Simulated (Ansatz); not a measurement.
Polymorphs of ZrMo, each relaxed with plane-wave PAW PBEsol (Ansatz code):

A: rock salt (Fm-3m)
a = 5.421 Å, b = 5.421 Å, c = 5.421 Å, α = 90.00°, β = 90.00°, γ = 90.00°

| atom | site | symmetry | x | y | z |
|---|---|---|---|---|---|
| Mo | 4a | m-3m | 0.0000 | 0.0000 | 0.0000 |
| Zr | 4b | m-3m | 0.5000 | 0.5000 | 0.5000 |

B: Cmcm
a = 3.181 Å, b = 11.889 Å, c = 4.024 Å, α = β = γ = 90.00°

```json
[
 {"atom": "Zr", "site": "4c", "symmetry": "m2m", "x": "0.0000", "y": "0.3305", "z": "0.2500"},
 {"atom": "Mo", "site": "4c", "symmetry": "m2m", "x": "0.0000", "y": "0.0594", "z": "0.2500"}
]
```

Q: Order them by energy per atom at 0 K (lowest first) at the level PBEsol.

A: B (+0 meV/atom), A (+769 meV/atom)

Typed or built starts, not in the databases checked: A; B. Unstable at this level: A. All cells were relaxed under the symmetry of their starts (and spin orders); stability against distortions was not tested throughout. Rows with no word on spin ran without spin polarisation. Scalar-relativistic: spin–orbit coupling is off unless named, which matters more the heavier the elements.

Energies hold the estimated change up to a 700 eV cutoff; steps of a few meV lie near the error of the meshes.

Potentials: the later of the program's two PAW sets.
